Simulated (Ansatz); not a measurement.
## NbAs, first-principles data

NbAs:
```xyz
2
Lattice="3.1802 0.0000 0.0000 0.0000 3.1802 0.0000 0.0000 0.0000 3.1802" Properties=species:S:1:pos:R:3 pbc="T T T"
Nb     0.0000     0.0000     0.0000
As     1.5901     1.5901     1.5901
```

Space group Pm-3m (No. 221), CsCl type; conventional cell a = 3.1802 Å, b = 3.1802 Å, c = 3.1802 Å, α = 90.00°, β = 90.00°, γ = 90.00°.

Method: DFT-PBEsol in the program Ansatz with PAW potentials. Geometry: relaxed at this level of theory. Other levels are named where they apply.

### Cell and energy

```json
{
  "volume_per_atom": "16.08 Å³",
  "density": "8.66 g/cm³",
  "Formation energy from the elements (no fitted shifts)": "-0.51 eV/atom"
}
```

### Electronic structure

```json
{
 "electronic_character": "metallic (no gap)",
 "Density of states at the Fermi level": "0.58 states/eV per atom (mean over ±0.08 eV)",
 "Gap with spin–orbit coupling": "none (metallic)"
}
```

### Mechanics

```json
{
 "Bulk modulus (Birch–Murnaghan fit)": "182 GPa",
 "Pressure derivative B′": "4.4",
 "Elastic constants (relaxed ions, GPa)": "C11 = 339, C12 = 105, C44 = 117",
 "mechanical_stability": "stable (all eigenvalues of C positive)",
 "hill_bulk_and_shear_moduli": "183 and 117 GPa",
 "Young's modulus": "290 GPa",
 "Poisson's ratio": "0.24",
 "debye_temperature_from_the_elastic_constants": "481 K"
}
```

### Phonons

```json
{
  "highest_zone_centre_frequency": "22.0 meV",
  "zone_centre_stability": "no imaginary mode at Γ"
}
```

The cell is a constructed one: a structure type filled with these elements; neither database checked (COD, Materials Project) lists it. COD files the formula under space group No. 109. Its standing as an ambient phase is unchecked. The PBEsol relaxation kept the symmetry of its start. The run is not spin-polarised. As this level gives no gap, shear constants depend on the k-mesh and smearing (Fermi–Dirac, 0.1 eV here). As this level gives no gap, phonon frequencies hold no LO–TO term and depend on the k-mesh and smearing (Fermi–Dirac, 0.1 eV here). The references are the lowest solids computed at this level, not always the standard phases. Scalar-relativistic: spin–orbit coupling is off unless named, which matters more the heavier the elements.

Potentials: the earlier of the program's two PAW sets. The files were generated under PBE; for other functionals the program regenerates the frozen cores, and for LDA and PBEsol the local potential too.
